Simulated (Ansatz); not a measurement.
# SrTl: a vibration from a frozen displacement

All numbers below come from DFT r2SCAN, scalar-relativistic, plane waves, PAW in Ansatz. The runs took a 500 eV cutoff, a Γ-centred 12×12×12 mesh and Gaussian smearing (0.15 eV). Spin–orbit coupling is left out, which matters for the heavy elements here. No spin polarisation. Energies are free energies at this smearing, counted from the undisturbed cell; pressure is positive in compression.

Zero of the scan (as given, not relaxed at this level; it stands at 0.7 GPa, and it needn't be the usual structure):

```xyz
2
Lattice="4.0320 0.0000 0.0000 0.0000 4.0320 0.0000 0.0000 0.0000 4.0320" Properties=species:S:1:pos:R:3 pbc="T T T"
Sr    0.0000    0.0000    0.0000
Tl    2.0160    2.0160    2.0160
```

Every Sr atom is moved by x along the Cartesian unit vector (-1.000, 0.000, 0.000); the cell and all other atoms stay fixed. The cell's volume is 65.55 Å³; the moved atoms weigh 87.620 u together and the others 204.380 u. Some rows repeat others by symmetry and weren't run.

```
  x (Å)  ΔE (meV/cell) total force on the moved atoms along the move (eV/Å) pressure (GPa)
-0.5000         260.93                                                1.0271          2.6064
-0.4375         200.44                                                0.9079          2.1754
-0.3750         147.53                                                0.7840          1.7952
-0.3125         102.51                                                0.6558          1.4697
-0.2500          65.59                                                0.5252          1.2026
-0.1875          36.88                                                0.3937          0.9958
-0.1250          16.38                                                0.2622          0.8492
-0.0625           4.09                                                0.1310          0.7617
 0.0000           0.00                                                0.0000          0.7327
 0.0625           4.09                                               -0.1310          0.7617
 0.1250          16.38                                               -0.2622          0.8492
 0.1875          36.88                                               -0.3937          0.9958
 0.2500          65.59                                               -0.5252          1.2026
 0.3125         102.51                                               -0.6558          1.4697
 0.3750         147.53                                               -0.7840          1.7952
 0.4375         200.44                                               -0.9079          2.1754
 0.5000         260.93                                               -1.0271          2.6064
```

**Question.** What frequency belongs to this motion?

**Answer.** The force constant is k = −dF/dx = 2.096 eV/Å², from the parabola through x = -0.0625, 0 and 0.0625. In every cell the moved atoms swing against the rest, so the mass is μ = m₁m₂/(m₁ + m₂) = 61.328 u, and ν̃ = 521.5 cm⁻¹ × √(|k|/μ) = 96 cm⁻¹. To first order in x, and within 1 %, the force on every atom lies along the move and, within each of the two groups, in proportion to the atom's mass, so this is itself a mode at the zone centre of this cell.

**Question.** How far does the harmonic law reach?

**Answer.** At x = -0.500 Å, kx²/2 = 262.00 meV against the computed 260.93 meV (-0.4 %): the well is still close to harmonic there.

**Question.** The pressure changes with x². What does that say about the frequency under compression?

**Answer.** With E = k(V)x²/2, k ∝ V^(−2γ) and x scaling with the cell as V^(1/3), P − P0 = −∂E/∂V = (2γ − 2/3) ΔE/V. At x = 0.1250 Å, V(P − P0) = 65.55 × 0.11649 / 160.2 eV = 47.66 meV and ΔE = 16.38 meV, so γ = 1/3 + V(P − P0)/(2ΔE) = 1.79. This is the Grüneisen parameter of the motion under uniform scaling of the cell: shrinking the cell evenly by 1 % in volume raises the frequency by about 1.79 %.

In a metal these slopes depend on the k mesh and the smearing.